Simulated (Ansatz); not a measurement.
ZnWO$_{4}$:
```cif
data_O8W2Zn2
_chemical_formula_sum 'Zn2 W2 O8'
_space_group_name_H-M_alt 'P2/c'
_space_group_IT_number 13
_space_group_name_Hall '-P 2yc'
_cell_length_a 4.66447
_cell_length_b 5.71521
_cell_length_c 4.90823
_cell_angle_alpha 90.000
_cell_angle_beta 90.587
_cell_angle_gamma 90.000
loop_
_atom_site_label
_atom_site_type_symbol
_atom_site_symmetry_multiplicity
_atom_site_Wyckoff_symbol
_atom_site_fract_x
_atom_site_fract_y
_atom_site_fract_z
_atom_site_occupancy
Zn1 Zn 2 f 0.50000 0.32211 0.25000 1
W1 W 2 e 0.00000 0.18135 0.75000 1
O1 O 4 g 0.21700 0.10572 0.43486 1
O2 O 4 g 0.25741 0.62389 0.40299 1
```

Relaxed with PBEsol. 

Question: HSE06 on this cell (Ansatz, an electronic-structure program, PAW) gives a gap of 4.40 eV. What does PBEsol give?

Answer: 2.85 eV.

Cost on shared cores: the PBEsol run (SCF on a 6×5×6 mesh, then bands and DOS) very roughly 6 core-minutes, the HSE06 run (SCF on 4×3×4, then a few points) about 4 core-minutes (a rough figure); the tasks are unlike.

The first step of the workflow began from a Materials Project structure, measured or hypothetical; the Crystallography Open Database files this formula in space group No. 13, but the cells were not matched. Whether it is the stable phase at ambient conditions was not checked. Symmetry was held in the PBEsol relaxation; its stability against distortions is not shown here. The run is not spin-polarised. No Hubbard U is applied. Scalar-relativistic: spin–orbit coupling is off unless named, which matters more the heavier the elements.

Potentials: the later of the program's two PAW sets.

Ansatz is a plane-wave DFT program.
